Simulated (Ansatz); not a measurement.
AlZnNO:
```yaml
crystal:
  lattice:
    - [3.13850, 0.00000, 0.00000]
    - [-1.56925, 2.71802, 0.00000]
    - [0.00000, 0.00000, 5.14689]
  atoms:
    - { symbol: Al, position: [0.33333, 0.66667, 0.50483] }
    - { symbol: Zn, position: [0.66667, 0.33333, 0.98733] }
    - { symbol: O, position: [0.33333, 0.66667, 0.15103] }
    - { symbol: N, position: [0.66667, 0.33333, 0.60680] }
```

Cartesian axes are those of the cell as given.

### Question
Give the high-frequency dielectric tensor and the Born effective charge tensors of the independent atoms from DFPT, PBEsol (plane waves, PAW; program Ansatz).

### Answer

ε∞:
```
4.43  0.00  0.00
0.00  4.43  0.00
0.00  0.00  4.64
```
Z* of atom 1 (Al), rows: field, columns: displacement, in e:
```
2.57  0.00  0.00
0.00  2.57  0.00
0.00  0.00  2.55
```
Z* of atom 2 (Zn), rows: field, columns: displacement, in e:
```
1.94  0.00  0.00
0.00  1.94  0.00
0.00  0.00  2.09
```
Z* of atom 3 (O), rows: field, columns: displacement, in e:
```
-2.05   0.00   0.00
 0.00  -2.05   0.00
 0.00   0.00  -2.61
```
Z* of atom 4 (N), rows: field, columns: displacement, in e:
```
-2.46   0.00   0.00
 0.00  -2.46   0.00
 0.00   0.00  -2.03
```

Space group P3m1. The start of the workflow was typed in or built on a structure type; neither database checked (COD, Materials Project) lists it. Its standing as an ambient phase is unchecked. The PBEsol relaxation kept the symmetry of its start; whether a distortion lowers the energy is not shown.

Potentials: the earlier of the program's two PAW sets. The files were generated under PBE; for other functionals the program regenerates the frozen cores, and for LDA and PBEsol the local potential too.
